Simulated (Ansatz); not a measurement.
C:
```
C
1.0
    2.46639     0.00000     0.00000
   -1.23319     2.13596     0.00000
    0.00000     0.00000     8.64070
C
4
Direct
  0.00000   0.00000   0.25000
  0.00000   0.00000   0.75000
  0.33333   0.66667   0.25000
  0.66667   0.33333   0.75000
```

Relaxed with PBE. Special points in fractions of this cell's reciprocal vectors: Γ (0.000, 0.000, 0.000); M (0.500, 0.000, 0.000); K (0.333, 0.333, 0.000); A (0.000, 0.000, 0.500); L (0.500, 0.000, 0.500); H (0.333, 0.333, 0.500).

Question: List the band energies nearest the Fermi level at these points for PBE in the plane-wave PAW code Ansatz.

Answer: In eV from the Fermi level; about four levels below and three above (degenerate sets whole), none deeper than 8.9 eV; … stands for higher levels left out; points with the same levels are listed once.

```tsv
k	below	above
Γ	-3.05 -3.05 -3.05 -3.05	3.04 6.22 …
M	-6.44 -6.44 -2.44 -2.31	1.59 1.78 7.34
K	-0.13 -0.01 -0.01	0.11 10.65 10.65
A	-3.05 -3.05 -3.05 -3.05	4.25 4.25 …
L	-6.44 -6.44 -2.37 -2.37	1.67 1.67 7.36 7.36
H	-0.01 -0.01 -0.01 -0.01	10.42 10.42 …
```

Space group P6_3/mmc (graphite). The cell was relaxed with PBE under the symmetry of its start. The volume lies over 15 % above that of the usual cell of this phase: another minimum, or an error of the functional. A crystal of weakly bound layers computed without a dispersion correction: the cell and the soft elastic constants depend strongly on that. The Fermi level of a semimetal is unsure by some 0.05 eV on such meshes.

Potentials: the earlier of the program's two PAW sets.
